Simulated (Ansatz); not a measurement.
**Zone-centre modes in ZnS**

These are results of DFT r2SCAN, scalar-relativistic, plane waves, PAW (Ansatz 0.2.0), not measurements. Settings: plane waves to 500 eV, k-mesh 8×8×8 (Γ-centred), Gaussian smearing 0.05 eV. No spin polarisation.

The undisturbed cell (relaxed at this level):

```yaml
crystal:
  lattice:
    - [0.00000, 2.69451, 2.69451]
    - [2.69451, 0.00000, 2.69451]
    - [2.69451, 2.69451, 0.00000]
  atoms:
    - { symbol: Zn, position: [0.00000, 0.00000, 0.00000] }
    - { symbol: S, position: [0.75000, 0.75000, 0.75000] }
```

Harmonic modes by finite displacements of 0.02 Å, without the LO–TO term.

Question: At this geometry, is the structure stable against these modes?

Answer: Yes: no mode is imaginary beyond 10 cm⁻¹, and only the three translations lie near zero.

Question: List the wavenumbers in cm⁻¹.

Answer: 0, 0, 0, 273, 273, 273.

Cost: 1 run of about 0.35 core-minutes, on AMD EPYC 7R43 (Zen 3) (shared hosts).